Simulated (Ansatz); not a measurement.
Tc:
```cif
data_Tc2
_chemical_formula_sum 'Tc2'
_space_group_name_H-M_alt 'P 1'
_space_group_IT_number 1
_cell_length_a 2.72423
_cell_length_b 2.72423
_cell_length_c 4.35766
_cell_angle_alpha 90.000
_cell_angle_beta 90.000
_cell_angle_gamma 120.000
loop_
_space_group_symop_operation_xyz
  'x, y, z'
loop_
_atom_site_label
_atom_site_type_symbol
_atom_site_fract_x
_atom_site_fract_y
_atom_site_fract_z
_atom_site_occupancy
Tc1 Tc 0.33333 0.66667 0.75000 1
Tc2 Tc 0.66667 0.33333 0.25000 1
```

Relaxed with PBEsol.

Problem. Which orbitals make up the states near the Fermi level in PBEsol (plane waves, PAW; program Ansatz)?

Solution. Within 0.5 eV of the Fermi level: Tc 4d 89 %, Tc 5s 6 %. Projections are on Löwdin-orthogonalised atomic valence shells; empty p or d shells of many metals are not among them.

Problem. Tabulate the density of states.

Solution. States/eV per cell of 2 atoms, in 0.25 eV bins, energy from the Fermi level.

| E (eV) | total | Tc 4d | Tc 5s | Tc 4p |
|---|---|---|---|---|
| -7.55 | 0.00 | 0.00 | 0.00 | 0.00 |
| -7.30 | 0.03 | 0.00 | 0.03 | 0.00 |
| -7.05 | 0.07 | 0.00 | 0.06 | 0.00 |
| -6.80 | 0.10 | 0.00 | 0.09 | 0.00 |
| -6.55 | 0.13 | 0.00 | 0.11 | 0.00 |
| -6.30 | 0.15 | 0.00 | 0.13 | 0.00 |
| -6.05 | 0.19 | 0.01 | 0.16 | 0.00 |
| -5.80 | 0.26 | 0.04 | 0.20 | 0.01 |
| -5.55 | 0.97 | 0.64 | 0.30 | 0.01 |
| -5.30 | 2.08 | 1.50 | 0.53 | 0.02 |
| -5.05 | 2.57 | 1.96 | 0.55 | 0.02 |
| -4.80 | 3.05 | 2.50 | 0.49 | 0.03 |
| -4.55 | 2.79 | 2.32 | 0.42 | 0.03 |
| -4.30 | 2.10 | 1.77 | 0.29 | 0.02 |
| -4.05 | 1.77 | 1.51 | 0.22 | 0.02 |
| -3.80 | 2.43 | 2.15 | 0.23 | 0.03 |
| -3.55 | 2.80 | 2.49 | 0.24 | 0.03 |
| -3.30 | 2.03 | 1.87 | 0.11 | 0.02 |
| -3.05 | 2.65 | 2.43 | 0.14 | 0.03 |
| -2.80 | 2.60 | 2.35 | 0.18 | 0.03 |
| -2.55 | 1.44 | 1.28 | 0.11 | 0.01 |
| -2.30 | 1.19 | 1.09 | 0.07 | 0.01 |
| -2.05 | 3.15 | 2.93 | 0.14 | 0.02 |
| -1.80 | 3.17 | 2.92 | 0.17 | 0.02 |
| -1.55 | 2.49 | 2.30 | 0.13 | 0.02 |
| -1.30 | 2.87 | 2.65 | 0.15 | 0.02 |
| -1.05 | 3.06 | 2.83 | 0.15 | 0.02 |
| -0.80 | 2.74 | 2.49 | 0.15 | 0.02 |
| -0.55 | 3.16 | 2.83 | 0.19 | 0.02 |
| -0.30 | 2.57 | 2.31 | 0.15 | 0.02 |
| -0.05 | 1.95 | 1.74 | 0.12 | 0.01 |
| 0.20 | 1.75 | 1.55 | 0.10 | 0.01 |
| 0.45 | 1.65 | 1.47 | 0.10 | 0.01 |
| 0.70 | 1.55 | 1.40 | 0.08 | 0.00 |
| 0.95 | 1.49 | 1.35 | 0.06 | 0.00 |
| 1.20 | 1.41 | 1.29 | 0.05 | 0.00 |
| 1.45 | 1.38 | 1.28 | 0.05 | 0.00 |
| 1.70 | 1.44 | 1.35 | 0.04 | 0.00 |
| 1.95 | 1.61 | 1.52 | 0.05 | 0.00 |
| 2.20 | 2.05 | 1.95 | 0.05 | 0.00 |
| 2.45 | 2.30 | 2.20 | 0.07 | 0.00 |
| 2.70 | 2.80 | 2.68 | 0.09 | 0.00 |
| 2.95 | 3.43 | 3.30 | 0.10 | 0.00 |
| 3.20 | 3.31 | 3.17 | 0.11 | 0.00 |
| 3.45 | 1.82 | 1.67 | 0.12 | 0.00 |
| 3.70 | 0.58 | 0.40 | 0.14 | 0.00 |
| 3.95 | 0.54 | 0.33 | 0.15 | 0.00 |
| 4.20 | 0.53 | 0.30 | 0.16 | 0.00 |
| 4.45 | 0.53 | 0.28 | 0.17 | 0.00 |
| 4.70 | 0.53 | 0.25 | 0.18 | 0.00 |

Space group P6_3/mmc (hcp (Mg type)). The PBEsol relaxation kept the symmetry of its start. No spin polarisation was allowed. Scalar-relativistic: spin–orbit coupling is off unless named, which matters more the heavier the elements.

Potentials: the later of the program's two PAW sets.
